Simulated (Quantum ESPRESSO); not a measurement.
pw.x input (Quantum ESPRESSO 7.5; PBE, PseudoDojo standard norm-conserving files, scalar-relativistic):

```
&CONTROL
  calculation = 'scf'
  pseudo_dir = './pseudo'
  outdir = './out'
  tprnfor = .true.
  tstress = .true.
/
&SYSTEM
  ibrav = 0
  nat = 2
  ntyp = 2
  ecutwfc = 82.3
  ecutrho = 329.2
  occupations = 'smearing'
  smearing = 'fd'
  degauss = 0.002
  nbnd = 19
/
&ELECTRONS
  conv_thr = 2e-10
/
ATOMIC_SPECIES
Sn 118.7100 Sn.upf
Te 127.6000 Te.upf
CELL_PARAMETERS angstrom
  0.000000000000   3.185815000000   3.185815000000
  3.185815000000   0.000000000000   3.185815000000
  3.185815000000   3.185815000000   0.000000000000
ATOMIC_POSITIONS crystal
Sn   0.000000000000   0.000000000000   0.000000000000
Te   0.500000000000   0.500000000000   0.500000000000
K_POINTS automatic
8 8 8 0 0 0
```

End of the output:

```
     total energy              =    -367.28791841 Ry
     estimated scf accuracy    <       0.00000023 Ry
     total energy              =    -367.28791850 Ry
     estimated scf accuracy    <       0.00000003 Ry
     total energy              =    -367.28791851 Ry
     estimated scf accuracy    <          4.4E-09 Ry
[...]
     the Fermi energy is     9.4888 ev
!    total energy              =    -367.28791851 Ry
     estimated scf accuracy    <          3.8E-11 Ry
     smearing contrib. (-TS)   =      -0.00004330 Ry
     internal energy E=F+TS    =    -367.28787521 Ry
     The total energy is F=E-TS. E is the sum of the following terms:
     one-electron contribution =    -151.63310803 Ry
     hartree contribution      =      90.24581805 Ry
     xc contribution           =     -93.24088349 Ry
     ewald contribution        =    -212.65970175 Ry
     convergence has been achieved in   8 iterations
     Forces acting on atoms (cartesian axes, Ry/au):
     atom    1 type  1   force =     0.00000000    0.00000000    0.00000000
     atom    2 type  2   force =    -0.00000000   -0.00000000   -0.00000000
     Total force =     0.000000     Total SCF correction =     0.000000
     Computing stress (Cartesian axis) and pressure
          total   stress  (Ry/bohr**3)                   (kbar)     P=        6.97
   0.00004738  -0.00000000  -0.00000000            6.97       -0.00       -0.00
  -0.00000000   0.00004738  -0.00000000           -0.00        6.97       -0.00
  -0.00000000  -0.00000000   0.00004738           -0.00       -0.00        6.97
```

Spin-orbit coupling is not included.

Geometry of the Materials Project entry, not relaxed at this level.
